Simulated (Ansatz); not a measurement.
Input for Ansatz (plane-wave DFT), LiMgBN2:

```yaml
crystal:
  lattice:
    - [-1.909656, 1.909656, 4.443522]
    - [1.909656, -1.909656, 4.443522]
    - [1.909656, 1.909656, -4.443522]
  atoms:
    - { symbol: Li, position: [0.25, 0.75, 0.5] }
    - { symbol: Mg, position: [0.75, 0.25, 0.5] }
    - { symbol: B, position: [0.5, 0.5, 0.0] }
    - { symbol: "N", position: [0.6512635, 0.6512635, 0.0] }
    - { symbol: "N", position: [0.3487365, 0.3487365, 0.0] }
  symmetry: { detect: false }
basis:
  ecutwfc: 420
kpoints:
  mp_grid: { grid: [5, 3, 1] }
hamiltonian:
  xc: pbe
scf:
  occupations: { method: gaussian, width: 0.1 }
output:
  forces: true
  stress: true
  eigenvalues: true
```

Command:

```bash
ansatz run input.yaml --threads 1 --pin off --max-ram 1331MiB --backend cpu --events-out ev --progress --plain --runs-dir out
```

From the log (HF is the Harris–Foulkes energy, dr2 the density residual in eV):

```text
Pseudopotential: Li, paw, valence charge 3, recommended cutoff 420 eV (normal)
Pseudopotential: Mg, paw, valence charge 10, recommended cutoff 420 eV (normal)
Pseudopotential: B, paw, valence charge 3, recommended cutoff 420 eV (normal)
Pseudopotential: N, paw, valence charge 5, recommended cutoff 420 eV (normal)
Crystal: 5 atoms, lattice volume = 64.818 Å³
Basis set: ecut = 420 eV, 1283 PW (Γ), exchange–correlation on 72×72×72 points (8 copies of the dense FFT grid, shifted against one another)
Bands: 18, of which v1, the nominal top of the filled ones, is band 13 counted from 1 (12 counted from 0)
Symmetry: 1 space group operations
k-points: 8 of 15 (time reversal used)
Initial density: superposition of atomic densities, corrected by the library's trained network
SCF iter   1: HF=-3057.262022 eV  Δρ=7.28e-3  dr2=2.15e-2
SCF iter   2: HF=-3057.260333 eV  Δρ=2.94e-3  dr2=4.56e-3
SCF iter   3: HF=-3057.260439 eV  Δρ=1.53e-3  dr2=1.05e-3
automatic band count: iteration 3 solves 17 bands in place of 18: the levels show a gap, and the empty bands left out lie too high to hold charge; the band table lists the bands solved (type scf.n_extra_bands for more)
SCF iter   4: HF=-3057.260737 eV  Δρ=3.50e-4  dr2=5.52e-5
SCF iter   5: HF=-3057.260825 eV  Δρ=1.00e-4  dr2=5.23e-6
SCF iter   6: HF=-3057.260836 eV  Δρ=6.37e-5  dr2=3.14e-6
SCF iter   7: F=-3057.260836 eV  HF=-3057.260836 eV  Δρ=1.23e-5  dr2=8.42e-8
SCF 1 converged in 7 iterations: F = -3057.260836 eV  dr2 = 8.42e-8
SCF converged after 7 iterations
Free energy (F): -3057.260836 eV
E sigma→0 (E₀):  -3057.260836 eV
Fermi energy:    4.153243 eV
--- Forces (eV/Å), atoms counted from 1 ---
  atom   1  Li    -0.04475390     0.04346635     0.00292873
  atom   2  Mg    -0.04585777     0.04387785    -0.00242667
  atom   3  B      0.01787005    -0.01972634     0.00911218
  atom   4  N      0.12657393     0.05508255     0.04551589
  atom   5  N     -0.05385194    -0.12270108    -0.05509143
--- Stress (GPa, compression-positive) ---
       -0.792546      -0.078830       0.424245
       -0.078830      -0.921226       0.381734
        0.424246       0.381735      -1.204496
  P = ⅓ Tr σ = -0.9728 GPa (-9.728 kbar)
```

The inputs are trials, many of them unsound on purpose. Their numbers show the effect of the settings and aren't properties of the material.